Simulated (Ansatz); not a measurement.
Given:

AlN:
```yaml
crystal:
  lattice:
    - [5.28536, 0.00000, 0.00000]
    - [0.00000, 5.28536, 0.00000]
    - [0.00000, 0.00000, 3.09964]
  atoms:
    - { symbol: Al, position: [0.32322, 0.67678, 0.00000] }
    - { symbol: Al, position: [0.67678, 0.32322, 0.00000] }
    - { symbol: Al, position: [0.82322, 0.82322, 0.50000] }
    - { symbol: Al, position: [0.17678, 0.17678, 0.50000] }
    - { symbol: N, position: [0.31514, 0.31514, 0.00000] }
    - { symbol: N, position: [0.68486, 0.68486, 0.00000] }
    - { symbol: N, position: [0.18486, 0.81514, 0.50000] }
    - { symbol: N, position: [0.81514, 0.18486, 0.50000] }
```

This is the r²SCAN-relaxed structure. Tensor components refer to the Cartesian frame of this cell.

### Question
All from the program Ansatz at the r²SCAN level (PAW), unless another level is named. Predict the Young's modulus.

### Answer
276 GPa.

### Question
What about the elastic constants (relaxed ions, GPa)?

### Answer
C11 = 287, C12 = 147, C13 = 128, C33 = 429, C44 = 111, C66 = 140.

Space group P4_2/mnm. The start of the workflow was typed in or built on a structure type; neither database checked (COD, Materials Project) lists it. It is not the phase usual at ambient conditions (space group No. 186, 216). The cell was relaxed with r²SCAN under the symmetry of its start; whether a distortion lowers the energy is not shown.

Potentials: the earlier of the program's two PAW sets. The files were generated under PBE; for other functionals the program regenerates the frozen cores, and for LDA and PBEsol the local potential too.
